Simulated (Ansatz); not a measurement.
Theory: DFT PBE, scalar-relativistic, plane waves, PAW (Ansatz). All cells share a 420 eV cutoff and Γ-centred k meshes spaced at most about 0.3 Å⁻¹ (about 0.25 or finer for metals, 2π included). No spin polarisation in the final relaxations.

All energies are static (0 K, no zero-point motion).

Two forms of Ca3TeRu2 were relaxed alike.

A.

```xyz
6
Lattice="6.2289 0.0000 0.0000 -3.1145 5.3944 0.0000 0.0000 0.0000 4.3726" Properties=species:S:1:pos:R:3 pbc="T T T"
Ca    3.1145    0.0000    2.1863
Ca   -1.5572    2.6972    2.1863
Ca    1.5572    2.6972    2.1863
Te    0.0000    0.0000    0.0000
Ru    0.0000    3.5963    0.0000
Ru    3.1145    1.7981    0.0000
```

B.

```xyz
6
Lattice="4.4981 0.0000 0.0000 0.0000 4.4981 0.0000 0.0000 0.0000 10.4389" Properties=species:S:1:pos:R:3 pbc="T T T"
Ca    2.2491    2.2491    8.4388
Ca    2.2491    2.2491    2.0001
Ca    0.0000    0.0000    5.2195
Te    2.2491    2.2491    5.2195
Ru    0.0000    2.2491    6.7276
Ru    2.2491    0.0000    3.7114
```

Question: Which is lower in energy, and by how much?

Answer: B is lower, by 11 meV/atom. A has space group P6/mmm (No. 191), 24.5 Å³/atom and no gap on its mesh; B has space group P-4m2 (No. 115), 35.2 Å³/atom and no gap. Counting Ca or Ru atoms around Te (for each partner element, those within 1.25 times its shortest distance or 1.15 times the sum of covalent radii, where it is the nearest in units of that sum or under 1.3; the shortest distance is added where it is long for a bond), A has Te 18 from 3.6 Å and B has Te 10. The lower one is the more open, so pressure narrows the difference. Even the lower one lies +0.46 eV/atom against the reference forms of the elements (uncorrected), so neither is stable at this level. In A, Ca has 4 Ru at 2.83 Å, 4 Ca at 3.11 Å and 4 Te at 3.81 Å; Te is surrounded by 6 Ru at 3.60 Å and 12 Ca at 3.81 Å; Ru has 6 Ca at 2.83 Å, 3 Ru at 3.60 Å and 3 Te at 3.60 Å. In B, around Ca on a site of symmetry 2mm lie 2 Ru at 2.83 Å and 1 Te at 3.22 Å; Te has 4 Ru at 2.71 Å and 6 Ca at 3.18–3.22 Å; around Ru lie 2 Te at 2.71 Å and 4 Ca at 2.71–2.83 Å; 1 more site not described. Both come from invented guesses. A third cell relaxed alike, in P-4m2, lies 0.45 eV/atom below the lower of the two.

The k mesh leaves some 4 meV/atom of noise in the energy of each metallic cell. Spin–orbit coupling, which can matter for Te, is left out. A magnetic state wasn't ruled out in cells without spin, among them P6/mmm. Cells relaxed within their symmetry can be saddle points.
